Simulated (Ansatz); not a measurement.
Consider the following.

Ge₂Sb₂Te₅ (Ge2Sb2Te5-Kooi type, space group P-3m1)

```cif
data_Ge2Sb2Te5
_chemical_formula_sum 'Te5 Ge2 Sb2'
_space_group_name_H-M_alt 'P 1'
_space_group_IT_number 1
_cell_length_a 4.29363
_cell_length_b 4.29363
_cell_length_c 17.63591
_cell_angle_alpha 90.000
_cell_angle_beta 90.000
_cell_angle_gamma 120.000
loop_
_space_group_symop_operation_xyz
  'x, y, z'
loop_
_atom_site_label
_atom_site_type_symbol
_atom_site_fract_x
_atom_site_fract_y
_atom_site_fract_z
_atom_site_occupancy
Te1 Te 0.00000 0.00000 0.00000 1
Ge1 Ge 0.66667 0.33333 0.09824 1
Ge2 Ge 0.33333 0.66667 0.90176 1
Te2 Te 0.33333 0.66667 0.19409 1
Te3 Te 0.66667 0.33333 0.80591 1
Sb1 Sb 0.00000 0.00000 0.30944 1
Sb2 Sb 0.00000 0.00000 0.69056 1
Te4 Te 0.66667 0.33333 0.40641 1
Te5 Te 0.33333 0.66667 0.59359 1
```

The volume is varied about the relaxed value V₀ at fixed cell shape. The atoms relax within the cell's symmetry.

Level of theory: PBE (plane waves to 420 eV, PAW, scalar-relativistic; Ansatz, a first-principles code). k mesh 9×9×2 (Γ-centred), Fermi-Dirac smearing 0.05 eV. E stands for the smeared free energy. Compression counts positive. With the shape held, the modulus is that of even scaling; a crystal free to change shape is softer. Ge2Sb2Te5 was relaxed with its symmetry unable to fall. Spin-orbit coupling is left out, though Sb and Te are heavy. The PAW data are Ansatz's earlier set. The zero of ΔE is the relaxed starting cell.

The scan covers V/V₀ from 0.840 to 1.160 in 13 points.

What bulk modulus at fixed cell shape B₀ follows from a third-order Birch-Murnaghan fit?

25.4 GPa.

What is the fitted pressure derivative B₀′?

8.0.

(Under strain, the slope of the energy per volume gives the stress and its curvature an elastic modulus.)
